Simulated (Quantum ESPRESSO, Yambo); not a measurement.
G0W0 results for CsCaH₃

```cif
data_H3CaCs
_chemical_formula_sum 'H3 Ca1 Cs1'
_space_group_name_H-M_alt 'Pm-3m'
_space_group_IT_number 221
_space_group_name_Hall '-P 4 2 3'
_cell_length_a 4.62119
_cell_length_b 4.62119
_cell_length_c 4.62119
_cell_angle_alpha 90.000
_cell_angle_beta 90.000
_cell_angle_gamma 90.000
loop_
_atom_site_label
_atom_site_type_symbol
_atom_site_symmetry_multiplicity
_atom_site_Wyckoff_symbol
_atom_site_fract_x
_atom_site_fract_y
_atom_site_fract_z
_atom_site_occupancy
H1 H 3 c 0.00000 0.50000 0.50000 1
Ca1 Ca 1 b 0.50000 0.50000 0.50000 1
Cs1 Cs 1 a 0.00000 0.00000 0.00000 1
```

The geometry is that of Materials Project entry mp-644203, symmetrised and not relaxed again.

Starting point: norm-conserving LDA (Quantum ESPRESSO, 74 Ry, scalar-relativistic). G0W0 in Yambo: 4×4×4 Γ-centred k mesh, 175 bands and a 8 Ry block in the screening, 175 bands in G with the Bruneval-Gonze terminator, plasmon pole fitted at 27.2 eV.

The LDA gap along the band path is 2.81 eV. The LDA gap between the mesh's edge points (M → M) is 2.81 eV and the G0W0 gap between the same points is 5.33 eV.

| k point | band | E LDA (eV) | E QP (eV) | shift (eV) | Z |
|---|---|---|---|---|---|
| Γ | VB | -0.67 | -2.05 | -1.38 | 0.79 |
| Γ | CB | 5.36 | 7.18 | 1.82 | 0.81 |
| M | VB | 0.00 | -1.53 | -1.53 | 0.80 |
| M | CB | 2.81 | 3.80 | 0.99 | 0.83 |

Energies count from the LDA valence-band maximum.

Nearest settings tried, and what they do to the gap: 133 bands in W, 133 bands in G: -10 meV; 6 Ry block (179 vectors against 257): -46 meV; 2×2×2 mesh: -166 meV. So the settings aren't converged at that level.

The cell is held in this high symmetry; tilts and polar distortions were not searched.

The structure is a Materials Project entry; no match was found in the copy of COD used, and its stability was not checked.
